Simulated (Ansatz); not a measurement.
ScB12:
```cif
data_B48Sc4
_chemical_formula_sum 'Sc4 B48'
_space_group_name_H-M_alt 'Fm-3m'
_space_group_IT_number 225
_space_group_name_Hall '-F 4 2 3'
_cell_length_a 7.39914
_cell_length_b 7.39914
_cell_length_c 7.39914
_cell_angle_alpha 90.000
_cell_angle_beta 90.000
_cell_angle_gamma 90.000
loop_
_atom_site_label
_atom_site_type_symbol
_atom_site_symmetry_multiplicity
_atom_site_Wyckoff_symbol
_atom_site_fract_x
_atom_site_fract_y
_atom_site_fract_z
_atom_site_occupancy
Sc1 Sc 4 a 0.00000 0.00000 0.00000 1
B1 B 48 i 0.16931 0.16931 0.50000 1
```
(The calculation used a cell of 13 atoms; values per cell refer to that cell.)

Relaxed with r²SCAN.

Q: Which orbitals make up the states near the Fermi level in the program Ansatz at the r²SCAN level (PAW)?

A: Within 0.5 eV of the Fermi level: B 2p 65 %, Sc 3d 31 %. Projections are on Löwdin-orthogonalised atomic valence shells; empty p or d shells of many metals are not among them.

Q: Tabulate the density of states.

A: States/eV per cell of 13 atoms, in 0.25 eV bins, energy from the Fermi level.

```tsv
E (eV)	total	B 2p	Sc 3d	B 2s
-7.85	2.93	2.10	0.05	0.73
-7.60	2.90	2.10	0.06	0.70
-7.35	2.78	2.01	0.08	0.65
-7.10	3.07	2.29	0.08	0.67
-6.85	2.77	2.10	0.08	0.55
-6.60	3.01	2.32	0.09	0.57
-6.35	2.88	2.29	0.08	0.48
-6.10	3.02	2.42	0.11	0.46
-5.85	2.31	1.88	0.07	0.33
-5.60	2.33	1.92	0.07	0.31
-5.35	3.56	2.89	0.12	0.51
-5.10	2.18	1.83	0.08	0.25
-4.85	3.94	3.38	0.17	0.36
-4.60	4.81	4.06	0.19	0.52
-4.35	4.68	4.09	0.17	0.38
-4.10	4.48	3.88	0.21	0.36
-3.85	3.15	2.69	0.14	0.30
-3.60	4.55	3.84	0.21	0.44
-3.35	3.36	2.90	0.13	0.29
-3.10	4.50	3.84	0.20	0.41
-2.85	3.67	3.15	0.22	0.27
-2.60	5.25	4.57	0.36	0.28
-2.35	6.63	5.72	0.58	0.28
-2.10	6.12	5.35	0.46	0.26
-1.85	4.92	4.39	0.30	0.20
-1.60	2.98	2.72	0.12	0.13
-1.35	2.65	2.37	0.16	0.11
-1.10	1.75	1.47	0.22	0.06
-0.85	0.70	0.47	0.21	0.02
-0.60	0.78	0.51	0.24	0.02
-0.35	0.88	0.58	0.27	0.02
-0.10	1.00	0.65	0.31	0.03
0.15	1.09	0.71	0.34	0.03
0.40	1.20	0.78	0.37	0.03
0.65	1.32	0.85	0.42	0.04
0.90	1.54	0.99	0.49	0.04
1.15	1.46	0.92	0.47	0.04
1.40	1.43	0.89	0.48	0.04
1.65	1.77	1.09	0.61	0.05
1.90	1.94	1.17	0.69	0.06
2.15	2.19	1.27	0.82	0.07
2.40	2.50	1.10	1.25	0.11
2.65	5.26	1.73	3.18	0.24
2.90	4.99	1.20	3.51	0.20
3.15	5.66	1.25	4.07	0.27
3.40	5.14	1.51	3.33	0.24
3.65	5.21	2.14	2.82	0.19
3.90	4.38	2.40	1.76	0.15
4.15	4.16	2.33	1.63	0.14
4.40	3.47	1.87	1.45	0.10
4.65	4.15	1.95	1.80	0.31
```

The workflow started from an entry of the Crystallography Open Database (COD). Whether it is the stable phase at ambient conditions was not checked. Symmetry was held in the r²SCAN relaxation; whether a distortion lowers the energy is not shown. No spin polarisation was allowed.

Potentials: the later of the program's two PAW sets.
